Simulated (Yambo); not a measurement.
Excitons in BN

```
CELL_PARAMETERS angstrom
      2.51243     0.00000     0.00000
     -1.25621     2.17583     0.00000
      0.00000     0.00000     7.70726
ATOMIC_POSITIONS crystal
  B  0.33333 0.66667 0.25000
  B  0.66667 0.33333 0.75000
  N  0.33333 0.66667 0.75000
  N  0.66667 0.33333 0.25000
```

The geometry is that of Materials Project entry mp-984, symmetrised and not relaxed again.

BSE in Yambo on LDA (pw.x of Quantum ESPRESSO, ONCV potentials, scalar-relativistic) bands: 12×12×4 mesh, 5 valence and 3 conduction bands, static screening with 22 bands and a 4 Ry block, scissor 1.92 eV, Tamm-Dancoff; field along x.

| state | energy (eV) | states within 2 meV | relative strength | class | main transitions |
|---|---|---|---|---|---|
| 1 | 5.42 | 2 | < 0.01 | dark | several band pairs |
| 2 | 5.43 | 2 | 1.00 | strong | several band pairs |
| 3 | 6.00 | 1 | < 0.01 | dark | several band pairs |
| 4 | 6.00 | 3 | < 0.01 | dark | several band pairs |
| 5 | 6.01 | 1 | < 0.01 | dark | several band pairs |
| 6 | 6.02 | 1 | < 0.01 | dark | several band pairs |
| 7 | 6.03 | 1 | < 0.01 | dark | several band pairs |
| 8 | 6.04 | 2 | < 0.01 | dark | VB → CB (63 %) |
| 9 | 6.04 | 1 | < 0.01 | dark | several band pairs |
| 10 | 6.09 | 2 | 0.26 | strong | several band pairs |

These are vertical excitations (zero momentum); the indirect quasiparticle gap, about 5.84 eV, is smaller than the direct one (6.46 eV on the GW mesh). The direct quasiparticle gap on this mesh is 6.46 eV; counted from there, state 1 is bound by 1.04 eV. On a 9×9×2 mesh the same difference is 1.02 eV.

Spin singlets only. Strengths are relative to the strongest of the lowest states of this run; strong means a line over 3 % of the spectrum's maximum, dark under 0.03 %. Absolute energies carry the error of the G0W0 scissor, whose convergence isn't established; the long-wavelength screening was taken along (1,1,1) although the crystal is anisotropic.

The distance between layers or molecules is the database entry's, not relaxed here. Functionals without dispersion can leave it too large, which widens gaps and weakens the response across layers: the numbers belong to this cell.
